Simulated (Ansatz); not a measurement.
An Ansatz input:

```yaml
crystal:
  lattice:
    - [3.1270903446, 0.0, 0.0]
    - [-1.5635451723, 2.7081396784, 0.0]
    - [0.0, 0.0, 5.6566602412]
  atoms:
    - { symbol: Ce, position: [0.3333333333, 0.6666666667, 0.25] }
    - { symbol: Ce, position: [0.6666666667, 0.3333333333, 0.75] }
hamiltonian:
  xc: pbesol
  pseudopotentials:
    kind: paw
    azcp:
      Ce: "pseudopotentials/Ce.paw.azcp"
basis:
  ecutwfc: 420
  fft_grid_basis: typed
kpoints:
  mp_grid: { grid: [15, 15, 8], shift: [0, 0, 0] }
magnetization:
  spin_polarized: false
scf:
  occupations: { method: fermi_dirac, width: 0.1 }
```

Terminal output

```
Warning: the record states the generating functional pbe (its physics header spells it `PBE`), which answers neither for hamiltonian.xc's functional nor for the pbesol family's — results may be inconsistent (PPs are generated against a specific XC)
band count auto-derived: 31 (N_el = 24.0; filled up to band 12; 16 by the electrons, moments and atoms)
Engine: ansatz 0.2.0, x86_64-unknown-linux-gnu
Pseudopotentials: kind: paw
Pseudopotential: Ce, paw, valence charge 12, recommended cutoff 420 eV (normal) 
Functional definition: PBEsol
  exchange = pbesol_x
  correlation = pbesol_c
Crystal: 2 atoms, lattice volume = 47.904 Å³
Basis set: ecut = 420 eV, 931 PW (Γ)
Bands: 31, of which v1, the nominal top of the filled ones, is band 12 counted from 1 (11 counted from 0)
Symmetry: 24 space group operations
Space group: P63/mmc (ITA 194), of the structure as read, at distance tolerance 3.6e-5 Å
k-points: 135 of 1800
Non-local potential: Ce, projectors of the file, l = 0: 3, l = 1: 2, l = 2: 2, l = 3: 3
PAW form: soft (Blöchl's): semilocal exchange-correlation on the pseudo side does not see the compensation charge
PAW frozen core: Ce, regenerated for the run's functional, and the local potential with it (the file was generated under x = pbe(κ = 0.804, μ = 0.2195149727645171), c = pbe(β = 0.06672455060314922))
PAW one-centre angular grid: Ce, 590 points (default); XC on 64 Gauss nodes
Initial density: superposition of atomic densities (neutral atoms: chi_scale 0, normalization atom), corrected by the library's trained network
Initial wavefunctions: pseudopotential atomic-orbital guess
Functional: x = pbesol(κ = 0.804, μ = 0.12345679012345678), c = pbesol(β = 0.046)
SCF iter   1: F=—  HF=-12969.616619 eV  |F-HF|=—  |Δ(HF+E_count)|=         —  Δρ=9.96e-3  dr2=3.25e-2  ethr=1.77e-3  ⟨swp⟩=6.0  Hψ=21079  notcnv=0  defer=3
SCF iter   2: F=—  HF=-12969.617520 eV  |F-HF|=—  |Δ(HF+E_count)|=   9.01e-4  Δρ=6.11e-3  dr2=1.27e-2  ethr=1.35e-4  ⟨swp⟩=1.2  Hψ=5299  notcnv=0  defer=3
SCF iter   3: F=—  HF=-12969.617362 eV  |F-HF|=—  |Δ(HF+E_count)|=   1.58e-4  Δρ=6.34e-4  dr2=1.88e-4  ethr=5.30e-5  ⟨swp⟩=1.2  Hψ=4203  notcnv=0  defer=3
SCF iter   4: F=—  HF=-12969.617325 eV  |F-HF|=—  |Δ(HF+E_count)|=   3.66e-5  Δρ=2.12e-4  dr2=1.14e-5  ethr=7.82e-7  ⟨swp⟩=2.5  Hψ=5131  notcnv=0  defer=3
SCF iter   5: F=—  HF=-12969.617321 eV  |F-HF|=—  |Δ(HF+E_count)|=   4.12e-6  Δρ=4.77e-5  dr2=6.05e-7  ethr=4.76e-8  ⟨swp⟩=2.0  Hψ=5492  notcnv=0  defer=3
SCF iter   6: F=—  HF=-12969.617321 eV  |F-HF|=—  |Δ(HF+E_count)|=   1.21e-7  Δρ=2.28e-5  dr2=1.07e-7  ethr=4.17e-10  ⟨swp⟩=3.0  Hψ=8150  notcnv=0
SCF iter   7: F=-12969.617321 eV  HF=-12969.617321 eV  |F-HF|=1.73e-9  |Δ(HF+E_count)|=   2.33e-8  Δρ=4.96e-6  dr2=6.40e-9  ethr=4.17e-10  ⟨swp⟩=2.4  Hψ=6544  notcnv=0
SCF 1 converged in 7 iterations: F = -12969.617321 eV  dr2 = 6.40e-9
SCF converged after 7 iterations
Free energy (F): -12969.617321 eV
Harris-Foulkes:  -12969.617321 eV  (|F-HF|=1.73e-9)
Internal energy: -12969.425992 eV  (E = F + TS)
E sigma→0 (E₀):  -12969.521657 eV
Entropy (-TS):   -0.191329 eV (-95.665 meV/atom)
Fermi energy:    18.038972 eV
--- Per-component energies (eV) ---
  E_band       = 83.694621
  E_kinetic    = 752.521205
  E_local      = -530.745133  (includes V_loc(G=0)·N_el)
  E_nonlocal   = -76.856928
  E_hartree    = 186.438779
  E_xc         = -447.130463
  E_vxc        = -499.612163  (∫ρ·V_xc dr)
  E_paw        = -10779.868292  (= ΣΔE_a)
  E_vpaw       = 65.511714  (= ΣTr[D̂ρ^β])
  E_aug_tail   = 0.000000  (compensation charges beyond the density's cutoff)
  E_ewald      = -2074.237751
  E_core_change = 0.452591  (= ΣΔE_core)
  E_smearing   = -0.191329  (= −TS)
  E_closure    = 0.000000  (closes the sum)
  Σ components = -12969.617321   (vs F -12969.617321, Δ=0.00e0)
```

Command:

```sh
ansatz run input.yaml --threads 4 --pin off --max-ram 8192MiB --backend cpu --events-out ev --progress --plain --runs-dir out
```

On 4 threads of Intel(R) Xeon(R) Processor @ 2.50GHz (Skylake/Cascade Lake) (shared host) this took about 4.3 s of wall time and 14 s of CPU time, with 0.47 GiB at the peak.

With an open f shell the SCF can settle in more than one state.
